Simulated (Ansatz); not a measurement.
# Mg-25 NMR of the central transition in Mg4ZrN4

Cell: a Materials Project structure (computed, not necessarily an observed phase), ions relaxed with PBE at fixed cell.

Space group P-1 (No. 2); a = 5.6462, b = 5.6907, c = 8.4579 Å, α = 70.45°, β = 81.14°, γ = 67.40°.

| site | Wyckoff | site symmetry | x | y | z |
| --- | --- | --- | --- | --- | --- |
| Mg1 | 2i | 1 | 0.2826 | 0.1673 | 0.2157 |
| Mg3 | 2i | 1 | 0.2419 | 0.7644 | 0.9998 |
| Mg5 | 2i | 1 | 0.2594 | 0.9468 | 0.5708 |
| Mg7 | 2i | 1 | 0.7451 | 0.4969 | 0.5809 |
| Zr | 2i | 1 | 0.2707 | 0.3905 | 0.7817 |
| N11 | 2i | 1 | 0.0057 | 0.6984 | 0.6015 |
| N13 | 2i | 1 | 0.1544 | 0.1622 | 0.0032 |
| N15 | 2i | 1 | 0.5061 | 0.5824 | 0.8043 |
| N17 | 2i | 1 | 0.5230 | 0.8185 | 0.3819 |

One atom of each set is listed.

Level of theory: DFT, PBE, plane waves and PAW, with spin–orbit coupling, 420 eV cutoff, Γ-centred 6×6×4 k-points, Fermi–Dirac smearing 0.02 eV (Ansatz 0.2.0).

Mg-25 has I = 5/2 and Q = 199.4 mb (Pyykkö 2018); at 9.4 T its Larmor frequency is ν₀ = 24.5 MHz. Only the quadrupole interaction is simulated: positions count from each site's isotropic chemical shift, and shift anisotropy, dipolar and J coupling are left out.

(1) Give C_Q, η, the quadrupolar product P_Q = |C_Q|(1 + η²/3)^½, the second-order isotropic shift and the breadth of the pattern (static powder) for each Mg site.

Results:

(1) 

```json
{"site": "Mg1", "first shell": "4 N at 2.05–2.16 Å", "C_Q (MHz)": "-9.29", "η": "0.25", "P_Q (MHz)": "9.39", "δ_QIS (ppm)": "-881", "breadth (kHz)": "135"}
{"site": "Mg3", "first shell": "4 N at 2.12–2.29 Å", "C_Q (MHz)": "8.77", "η": "0.93", "P_Q (MHz)": "9.95", "δ_QIS (ppm)": "-988", "breadth (kHz)": "181"}
{"site": "Mg5", "first shell": "5 N at 2.12–2.46 Å", "C_Q (MHz)": "4.16", "η": "0.13", "P_Q (MHz)": "4.17", "δ_QIS (ppm)": "-174", "breadth (kHz)": "24.5"}
{"site": "Mg7", "first shell": "4 N at 2.14–2.24 Å; also 1 N at 2.68 Å", "C_Q (MHz)": "-8.25", "η": "0.57", "P_Q (MHz)": "8.69", "δ_QIS (ppm)": "-753", "breadth (kHz)": "131"}
```

δ_QIS = −(ν_Q²/30ν₀²)[I(I+1) − 3/4](1 + η²/3) × 10⁶ ppm with ν_Q = 3|C_Q|/[2I(2I−1)]; it falls as 1/B₀² in ppm, and the breadth as 1/B₀ in kHz.
